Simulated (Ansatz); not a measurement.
A trial structure of TiGaC₆N₆ was built thus: cyanide-bridged rock-salt net of two metals, 0 guest cations a cell (Fm-3m, No. 225). Its size is a rough estimate.

```
CELL_PARAMETERS angstrom
0.00000 5.09600 5.09600
5.09600 0.00000 5.09600
5.09600 5.09600 0.00000
ATOMIC_POSITIONS crystal
Ti 0.50000 0.50000 0.50000
Ga 0.00000 0.00000 0.00000
C 0.81397 0.18603 0.18603
C 0.18603 0.81397 0.18603
C 0.18603 0.18603 0.81397
C 0.18603 0.81397 0.81397
C 0.81397 0.18603 0.81397
C 0.81397 0.81397 0.18603
N 0.69918 0.30082 0.30082
N 0.30082 0.69918 0.30082
N 0.30082 0.30082 0.69918
N 0.30082 0.69918 0.69918
N 0.69918 0.30082 0.69918
N 0.69918 0.69918 0.30082
```

The calculation used DFT PBE, scalar-relativistic, plane waves, PAW in Ansatz. Cutoff 420 eV, Gaussian smearing, Γ-centred meshes. Cell and atoms relax first on a coarse mesh and then on a finer one. In between, the cell is made exact in the group found at 0.06 Å. In metals the finer mesh still leaves noise of several meV/atom or more. The steps can't lower the symmetry of their start. Collinear spin, starting moments Ti 1.0 μB.

A guess keeps its type if space group and coordination stay and the shape of the cell changes little (axis ratios within about 15 %, angles within 6°); the volume may change.

**Question.** Will the relaxed cell still be of the starting type?

**Answer.** It keeps its type. The symmetry stays Fm-3m (No. 225). The volume per atom grows by 18.4 %, from 18.9 to 22.4 Å³. The shortest distance stays 1.17 Å (C–N). Counting neighbours within 15 % of an atom's shortest distance, the start has C 1, Ga 6, N 1, Ti 6 and the end C 1, Ga 6, N 1, Ti 6.

The last run used collinear spin, a 6×6×6 mesh for its 14-atom cell and Gaussian smearing of 0.10 eV. In such compounds of Ti a zero gap at this level may well be an artefact, since no Hubbard U is applied. Another magnetic order may lie lower. Symmetry constrained the relaxation, so the result can be a saddle point.
